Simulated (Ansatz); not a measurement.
Rb₂BrCl, ordered on the rocksalt lattice (R-3m) with 4 atoms a cell at its r2SCAN geometry, run in the plane-wave code Ansatz at 2 levels of theory. No spin polarisation. The prototype was imposed, so other structures may be more stable.

The r2SCAN input:
```yaml
crystal:
  lattice:
    - [2.3904422861, 1.3801224974, 7.8205419612]
    - [-2.3904422861, 1.3801224974, 7.8205419612]
    - [0.0, -2.7602449947, 7.8205419612]
  atoms:
    - { symbol: Cl, position: [1.0, 0.0, 0.0] }
    - { symbol: Br, position: [0.5, 0.5, 0.5] }
    - { symbol: Rb, position: [0.2539867118, 0.2539867118, 0.2539867118] }
    - { symbol: Rb, position: [0.7460132882, 0.7460132882, 0.7460132882] }
kpoints:
  mp_grid: { grid: [6, 6, 6] }
  band_path:
    path:
      - [0.0, 0.0, 0.0]
      - [0.5, 0.5, 0.5]
      - [0.8125712796, 0.1874287204, 0.5]
      - [0.5, -0.1874287204, 0.1874287204]
      - [0.5, 0.0, 0.0]
      - [0.3437143602, -0.3437143602, 0.0]
      - [0.6562856398, 0.0, 0.3437143602]
      - [0.5, 0.0, 0.5]
    npoints: 1
hamiltonian:
  xc: r2scan
scf:
  occupations: { method: fixed }
  n_extra_bands: 5
output:
  forces: true
  stress: true
  eigenvalues: true
```

Main results, then, where recorded, the levels near the gap in eV from the Fermi energy (columns number the bands from 0), one row a point of the path (Γ, T, H₂, H₀, L, S₀, S₂, F):
```
Crystal: 4 atoms, lattice volume = 154.805 Å³
Symmetry: 12 space group operations
Space group: R-3m (ITA 166)
```
```
Basis set: ecut = 500 eV, 3923 PW (Γ), FFT grids on a1−a3, a2−a3, a3
Bands: 21, of which v1, the nominal top of the filled ones, is band 16 counted from 1 (15 counted from 0)
k-points: 32 of 216
Free energy (F): -10440.786937 eV
Fermi energy:    0.747533 eV
--- Forces (eV/Å), atoms counted from 1 ---
  atom   1  Cl      0.00000      0.00000      0.00000
  atom   2  Br      0.00000      0.00000      0.00000
  atom   3  Rb      0.00000      0.00000    -0.00100
  atom   4  Rb      0.00000      0.00000      0.00100
--- Stress (GPa, compression-positive) ---
        0.025709       0.000000       0.000000
        0.000000       0.025709       0.000000
        0.000000       0.000000       0.022296
  P = ⅓ Tr σ = 0.0246 GPa (0.246 kbar)
```
```tsv
band_11	band_12	band_13	band_14	band_15	band_16	band_17	band_18
-0.666	-0.666	-0.149	0.000	0.000	5.033	7.461	8.049
-0.631	-0.631	-0.490	-0.046	-0.046	6.248	6.295	7.531
-0.831	-0.671	-0.396	-0.344	-0.273	7.226	7.403	8.071
-0.831	-0.671	-0.396	-0.344	-0.273	7.226	7.403	8.071
-0.680	-0.661	-0.585	-0.294	-0.142	7.034	7.068	7.725
-0.832	-0.668	-0.378	-0.363	-0.274	7.215	7.649	7.805
-0.832	-0.668	-0.378	-0.363	-0.274	7.215	7.649	7.805
-0.706	-0.677	-0.426	-0.228	-0.126	6.196	7.490	8.117
```

With r2SCAN the gap is 5.03 eV and direct, at Γ.

HSE06. Against the first input these blocks differ (the band path and keys that only write files left aside):
```yaml
kpoints:
  mp_grid: { grid: [4, 4, 4] }
hamiltonian:
  xc: hse06
```

```
Basis set: ecut = 420 eV, 2961 PW (Γ), FFT grids on a1−a3, a2−a3, a3
Bands: 21, of which v1, the nominal top of the filled ones, is band 16 counted from 1 (15 counted from 0)
k-points: 13 of 64
Exchange kernel: α = 0.2500, screened, ω = 0.2079 Å⁻¹, Wigner–Seitz truncation, v(0) = 1044.5231 eV·Å³, q-mesh 4×4×4
hybrid outer 1: dexx = +4.023e-3 eV, tail = 8.28e-6 eV
hybrid outer 2: dexx = +1.279e-7 eV, tail = 4.65e-9 eV, Δε = 6.74e-4 eV, ΔF = 5.40e-4 eV/Å
Free energy (F): -10412.578398 eV
Fermi energy:    0.276732 eV
--- Forces (eV/Å), atoms counted from 1 ---
  atom   1  Cl      0.00000      0.00000      0.00000
  atom   2  Br      0.00000      0.00000      0.00000
  atom   3  Rb      0.00000      0.00000    -0.00898
  atom   4  Rb      0.00000      0.00000      0.00898
--- Stress (GPa, compression-positive) ---
        0.325358       0.000000       0.000000
        0.000000       0.325358       0.000000
        0.000000       0.000000       0.328436
  P = ⅓ Tr σ = 0.3264 GPa (3.264 kbar)
```
```tsv
band_11	band_12	band_13	band_14	band_15	band_16	band_17	band_18
-0.762	-0.762	-0.171	0.000	0.000	5.614	8.145	8.732
-0.728	-0.728	-0.503	-0.045	-0.045	6.840	6.923	8.239
-0.931	-0.770	-0.418	-0.360	-0.280	7.960	8.119	8.803
-0.931	-0.770	-0.418	-0.360	-0.280	7.960	8.119	8.803
-0.781	-0.760	-0.610	-0.301	-0.147	7.735	7.811	8.379
-0.933	-0.768	-0.399	-0.380	-0.281	7.945	8.363	8.541
-0.933	-0.768	-0.399	-0.380	-0.281	7.945	8.363	8.541
-0.803	-0.776	-0.454	-0.242	-0.131	6.914	8.188	8.636
```

HSE06 gives a direct gap of 5.61 eV at Γ. The mean stress, +0.3 GPa, is small, and the program warns that its thresholds are loose for a hybrid's stress.

Small level splittings and stresses of the hybrids carry the error of their coarser meshes.

Totals of different functionals can't be compared.

The runs are scalar-relativistic, without spin-orbit coupling.
